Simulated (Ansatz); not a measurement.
# Formation energy of HfRu3 in the AuCu3-type structure

The computed numbers are results of PBEsol, scalar-relativistic (no spin polarisation) in the plane-wave PAW code Ansatz at 420 eV, 8×8×8 k-mesh, Gaussian smearing of 0.05 eV; PAW files: Ansatz's generated set soft_2.

This is a trial structure made by placing the elements on a prototype's sites, so it needn't be the stable form.

The structure is cubic, space group Pm-3m (No. 221). Conventional cell: a = 3.903 Å, b = 3.903 Å, c = 3.903 Å, α = 90.00°, β = 90.00°, γ = 90.00°. Hf (site symmetry m-3m) has 12 Ru at 2.76 Å as nearest neighbours. Around Ru (site symmetry 4/mmm) lie 4 Hf at 2.76 Å and 8 Ru at 2.76 Å. (Shells end 15 % past the nearest neighbour.)

The elements were computed in their standard states with the same datasets, cutoff and functional. Absolute energies hang on the potentials; compare differences alone.

Energy of the relaxed cell (4 atoms, smearing extrapolated to zero): -33048.162 eV. Elements, in eV/atom: Hf -15598.025, Ru -5816.503.

Problem. What is the formation energy?

Solution. [-33048.162 − (1 × -15598.025 + 3 × -5816.503)] / 4 = -0.16 eV/atom, or -15 kJ per mole of atoms.

The value is for 0 K, without zero-point energy. A negative value shows stability against the elements alone, not against other compounds or structures.

These numbers lack spin–orbit coupling.
